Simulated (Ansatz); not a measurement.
# Ca2H3Br: short molecular dynamics at 800 K

All numbers below come from DFT PBEsol, scalar-relativistic, plane waves, PAW (Ansatz 0.2.0). Cutoff 420 eV, shifted (0.5, 0.5, 0.5 steps) 2×2×2 k-points, Fermi–Dirac smearing of 0.069 eV. The mesh is coarse. No spin polarisation.

18 atoms, starting at 1.02 times the perfect crystal's volume (space group P-3m1, the cell as given, not relaxed at this level); Langevin thermostat at 800 K (friction 0.02 fs⁻¹), fixed cell; 30 steps of 2 fs. The run is short and not equilibrated. The time step is too long for these atoms, so the motion is inaccurate.

First frame:

```
Ca H Br
1.0
     5.89318   -3.40243    0.00000
     0.00000    6.80486    0.00000
     0.00000    0.00000    6.89892
Ca H Br
6 9 3
Direct
  0.33333 0.33333 0.18576
  0.00000 0.66667 0.18576
  0.66667 0.00000 0.18576
  0.00000 0.33333 0.81424
  0.66667 0.66667 0.81424
  0.33333 0.00000 0.81424
  0.33333 0.33333 0.85048
  0.00000 0.66667 0.85048
  0.66667 0.00000 0.85048
  0.00000 0.33333 0.14952
  0.66667 0.66667 0.14952
  0.33333 0.00000 0.14952
  0.00000 0.00000 0.00000
  0.66667 0.33333 0.00000
  0.33333 0.66667 0.00000
  0.00000 0.00000 0.50000
  0.66667 0.33333 0.50000
  0.33333 0.66667 0.50000
```

```
Mean temperature over the second half                                                                                                                                                                                                                     : 675 K
Mean pressure over the second half (kinetic part included)                                                                                                                                                                                                : -0.4 GPa
Mean potential energy above the perfect crystal (as given, at volume ratio 1; besides heat the difference comes from the volume, 2 % larger, and the crystal's own pressure of -1.9 GPa; its own run had another smearing, without effect beside its gap) : 83 meV/atom
Mean-square drift of Br from first to last step (mean shift of all atoms removed)                                                                                                                                                                         : 0.09 Å²
Mean-square drift of Ca from first to last step (mean shift of all atoms removed)                                                                                                                                                                         : 0.05 Å²
Mean-square drift of H from first to last step (mean shift of all atoms removed)                                                                                                                                                                          : 0.08 Å²
```

Pair distribution functions g(r), second half of the run, up to half the cell's height:

| r (Å) | Br-Ca | Br-H | Ca-H | H-H |
| --- | --- | --- | --- | --- |
| 1.85 | 0.0 | 0.0 | 0.0 | 0.0 |
| 1.95 | 0.0 | 0.0 | 0.9 | 0.0 |
| 2.05 | 0.0 | 0.0 | 1.6 | 0.2 |
| 2.15 | 0.0 | 0.0 | 3.7 | 1.3 |
| 2.25 | 0.0 | 0.0 | 4.2 | 2.3 |
| 2.35 | 0.0 | 0.0 | 5.8 | 2.3 |
| 2.45 | 0.0 | 0.0 | 3.8 | 2.5 |
| 2.55 | 0.0 | 0.0 | 3.0 | 2.2 |
| 2.65 | 0.0 | 0.0 | 2.2 | 2.2 |
| 2.75 | 0.8 | 0.0 | 1.7 | 1.6 |
| 2.85 | 1.1 | 0.3 | 1.2 | 2.0 |

Along the run (potential energy from its first value; pressure with the kinetic part):

| t (fs) | T (K) | ΔE_pot (meV/atom) | P (GPa) |
| --- | --- | --- | --- |
| 0.0 | 756 | 0.0 | -2.0 |
| 2.0 | 768 | 4.8 | -1.9 |
| 4.0 | 762 | 15.9 | -1.7 |
| 6.0 | 694 | 28.4 | -1.6 |
| 8.0 | 557 | 38.7 | -1.5 |
| 10.0 | 446 | 44.8 | -1.4 |
| 12.0 | 472 | 47.4 | -1.2 |
| 14.0 | 525 | 47.8 | -1.1 |
| 16.0 | 472 | 47.2 | -1.1 |
| 18.0 | 556 | 46.2 | -1.1 |
| 20.0 | 467 | 44.0 | -1.3 |
| 22.0 | 523 | 40.7 | -1.4 |
| 24.0 | 578 | 37.4 | -1.4 |
| 26.0 | 662 | 34.7 | -1.4 |
| 28.0 | 721 | 35.2 | -1.3 |
| 30.0 | 738 | 41.5 | -1.2 |
| 32.0 | 665 | 51.0 | -1.0 |
| 34.0 | 578 | 58.3 | -1.0 |
| 36.0 | 612 | 64.4 | -0.8 |
| 38.0 | 607 | 71.0 | -0.6 |
| 40.0 | 626 | 77.5 | -0.4 |
| 42.0 | 576 | 82.8 | -0.4 |
| 44.0 | 563 | 83.4 | -0.4 |
| 46.0 | 658 | 80.7 | -0.4 |
| 48.0 | 707 | 79.0 | -0.4 |
| 50.0 | 774 | 81.4 | -0.3 |
| 52.0 | 734 | 89.8 | -0.2 |
| 54.0 | 715 | 99.9 | 0.0 |
| 56.0 | 708 | 104.7 | 0.2 |
| 58.0 | 751 | 100.3 | 0.3 |
| 60.0 | 786 | 92.3 | 0.3 |

Cost: 1 run of about 1.5 core-minutes (earlier runs that led there not counted), on Intel Xeon 6975P-C (Granite Rapids) (shared hosts).